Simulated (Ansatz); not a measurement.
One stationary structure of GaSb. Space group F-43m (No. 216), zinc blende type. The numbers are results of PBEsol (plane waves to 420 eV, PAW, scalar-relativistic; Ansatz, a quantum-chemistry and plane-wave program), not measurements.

Space group F-43m (No. 216); a = 6.111 Å, b = 6.111 Å, c = 6.111 Å, α = 90.00°, β = 90.00°, γ = 90.00°

```csv
atom,site,symmetry,x,y,z
Sb,4c,-43m,0.2500,0.2500,0.2500
Ga,4a,-43m,0.0000,0.0000,0.0000
```
(The calculation used a cell of 2 atoms; values per cell refer to that cell.)

```json
{
  "volume_per_atom": "28.53 Å³",
  "density": "5.57 g/cm³",
  "band_gap": "zero, with touching bands (no spin-orbit coupling)",
  "shortest_distances": "Ga–Sb 2.65 Å",
  "k-mesh": "13×13×13"
}
```

No spin polarisation in the result. Without spin-orbit coupling the bands of the heavy element are not split, so the gap can be far off. The gap comes from the SCF mesh and the high-symmetry points alone.

Measured for GaSb: a 6.0959 Å (room temperature; as listed in I. Vurgaftman, J. R. Meyer, L. R. Ram-Mohan, Journal of Applied Physics (2001)); gap 0.82 eV (0 K or low temperature; as listed in arXiv:1206.3780). Computed minus measured — a: PBEsol +0.3 %; gap: PBEsol -0.82 eV. The computed values are for a static lattice, and a measured gap can be an optical one, lowered by exciton binding.

The run could not lose the symmetry of its start.

All atoms sit on sites fixed by symmetry, so only the cell could relax.
